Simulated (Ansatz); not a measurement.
Si₃N₄ in space group P6_3/m (No. 176; Si on 6h, N on 2d, N on 6h), plane-wave PAW PBE (Ansatz code), all energies at zero smearing, with the estimated change up to a 700 eV cutoff added, with one set of potentials and settings (totals compare only within such a set). Cell of 14 atoms (6 Si, 8 N): -6901.856 eV.

| element | reference phase | E (eV/atom) |
|---|---|---|
| Si | Fd-3m, 2 atoms in the cell | -635.8114 |
| N | Pa-3, 8 atoms in the cell | -384.0342 |

Formation energy per atom, worked out: (-6901.856 − 6×(-635.8114) − 8×(-384.0342))/14 = -1.051 eV/atom (-101 kJ per mol of atoms), at 0 K, without zero-point energy or fitted corrections.

The cell was relaxed with PBE under the symmetry of its start. The references are the lowest solids computed at this level, not always the standard phases (solids in place of the gases).

Potentials: the earlier of the program's two PAW sets.
